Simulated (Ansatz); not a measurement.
Y3Si5 in space group P-62m (No. 189; Y on 3f, Si on 2d, Si on 3g) under volume change, the program Ansatz at the PBEsol level (PAW), shape and atoms relaxed at each volume.

| V (Å³/atom) | E − E(relaxed) (meV/atom) | P (GPa) |
|---|---|---|
| 17.284 | 51.0 | 10.48 |
| 17.854 | 21.3 | 6.35 |
| 18.424 | 5.0 | 2.89 |
| 18.994 | 0.0 | 0.00 |
| 19.563 | 4.4 | -2.43 |
| 20.133 | 16.4 | -4.29 |
| 20.703 | 34.7 | -5.95 |

### Question
What does a third-order Birch–Murnaghan fit give for V₀, B₀ and B′?

### Answer
V₀ = 19.00 Å³/atom, B₀ = 86.7 GPa, B′ = 5.3.

The start of the workflow was typed in or built on a structure type; neither database checked (COD, Materials Project) lists it. Whether it is the stable phase at ambient conditions was not checked. The cell was relaxed with PBEsol under the symmetry of its start; of distortions, only those at the zone centre were tested. No spin polarisation was allowed.

Potentials: the earlier of the program's two PAW sets.
